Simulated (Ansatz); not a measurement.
SiO₂:
```
SiO2
1.0
    4.86652     0.00000     0.00000
   -2.43326     4.21453     0.00000
    0.00000     0.00000     5.36572
O Si
6 3
Direct
  0.41117   0.27598   0.22107
  0.72402   0.13519   0.55441
  0.86481   0.58883   0.88774
  0.27598   0.41117   0.77893
  0.13519   0.72402   0.44559
  0.58883   0.86481   0.11226
  0.46481   0.00000   0.33333
  0.00000   0.46481   0.66667
  0.53519   0.53519   0.00000
```

Tensor components refer to the Cartesian frame of this cell.

Question: Give the proper piezoelectric stress tensor with relaxed ions from LDA (plane waves, PAW; program Ansatz).

Answer: In C/m², rows x, y, z, Voigt columns; mesh uncertainty up to 0.00.
```
 0.18  -0.18   0.00  -0.07   0.00   0.00
 0.00   0.00   0.00   0.00   0.07  -0.18
 0.00   0.00   0.00   0.00   0.00   0.00
```

The elastic tensor of the same run (GPa):

|  | 1 | 2 | 3 | 4 | 5 | 6 |
|---|---|---|---|---|---|---|
| 1 | 75.3 | 11.3 | 10.3 | -17.1 | 0.0 | 0.0 |
| 2 | 11.3 | 75.3 | 10.3 | 17.1 | 0.0 | 0.0 |
| 3 | 10.3 | 10.3 | 99.9 | 0.0 | 0.0 | 0.0 |
| 4 | -17.1 | 17.1 | 0.0 | 53.4 | 0.0 | 0.0 |
| 5 | 0.0 | 0.0 | 0.0 | 0.0 | 53.4 | -17.1 |
| 6 | 0.0 | 0.0 | 0.0 | 0.0 | -17.1 | 32.0 |

Question: Convert to strain constants d = e·S.

Answer: In pC/N:
```
 3.1  -3.1   0.0   0.7   0.0   0.0
 0.0   0.0   0.0   0.0  -0.7  -6.1
 0.0   0.0   0.0   0.0   0.0   0.0
```

Space group P3_121. The LDA relaxation kept the symmetry of its start; phonons on a q-mesh show no instability.

Potentials: the later of the program's two PAW sets.
